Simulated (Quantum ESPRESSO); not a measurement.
## One change at a time to AgGaSc4TiW

All numbers below are calculated, not measured. They come from Quantum ESPRESSO 7.5, a public plane-wave density functional program. Each row is one single-point run on a made-up periodic cell of eight metal atoms, with elements, volume, strain and displacements drawn at random and not relaxed, so a cell may be unstable or far from any real phase. There is no spin polarisation or spin-orbit coupling.

Settings: PBE unless stated; PseudoDojo standard norm-conserving files; Fermi-Dirac width 0.25 eV, which means electrons at about 2900 K; cutoff 1143 eV; 5 x 5 x 4 k mesh shifted half a step off Gamma. E is the free energy of the whole cell (internal energy minus TS), so a -TS column is already part of it. Stress is positive in tension, and the pressure P is minus a third of its trace.

Checks: one run of this series was repeated at a higher cutoff and on a denser mesh, which moved values by no more than 0.002 eV, 0.02 GPa and 0.003 eV/Å, and a second program with other atomic files agreed on it to 2 % rms in force and 0.5 GPa in pressure. Known limits: heavy elements are run without spin-orbit coupling, which real alloys of them have; a spin test at this wide smearing found no moment, but such smearing suppresses magnetism that the real alloy may have.

The lattice is hexagonal close-packed, and the cell vectors in Å are (4.695, -2.668, 0.042); (-3.181, -0.012, -4.881); (3.218, 5.488, -0.011), a volume of 167.04 Å³ in run 1. The elements on sites 1 to 8 are W Sc Sc Ga Ti Sc Sc Ag. Each later run makes one change to run 1 and keeps the rest. E is counted from run 1, and is n/a where other atomic files have another zero of energy.

| run | change | V (Å³) | P (GPa) | -TS (eV) | rms force (eV/Å) | largest change of a force component (eV/Å) | E (eV) |
|---|---|---|---|---|---|---|---|
| 1 | none | 167.04 | -3.31 | -2.106 | 0.597 | 0.000 | 0.000 |
| 2 | sites 2 and 5 exchanged | 167.04 | -3.42 | -2.089 | 0.528 | 0.326 | 0.043 |
| 3 | all lengths scaled by -1.62 % | 159.05 | 0.32 | -2.017 | 0.659 | 0.186 | ? |
| 4 | LDA in place of PBE | 167.04 | -9.81 | -2.140 | 0.540 | 0.187 | n/a |
| 5 | Al on site 4 | 167.04 | -3.07 | -2.107 | 0.586 | 0.099 | n/a |
| 6 | site 4 moved by -0.18 Å along x | 167.04 | -3.12 | -2.105 | 0.603 | 0.328 | 0.036 |

## Worked estimate

Along a uniform scaling dE = -P dV. The mean of the two pressures is -1.495 GPa and the volume changes by -7.99 Å³, with 160.2 GPa to one eV/Å³. The same two rows give -V dP/dV = 74 GPa for this cell with clamped atoms, which is not the bulk modulus of a real alloy.

## Withheld value

Question: what E should run 3 give?

The estimate is -0.075 eV. The calculation gave -0.077 eV. The mean of two end points misses the curvature of P, and the finite cutoff adds a little.
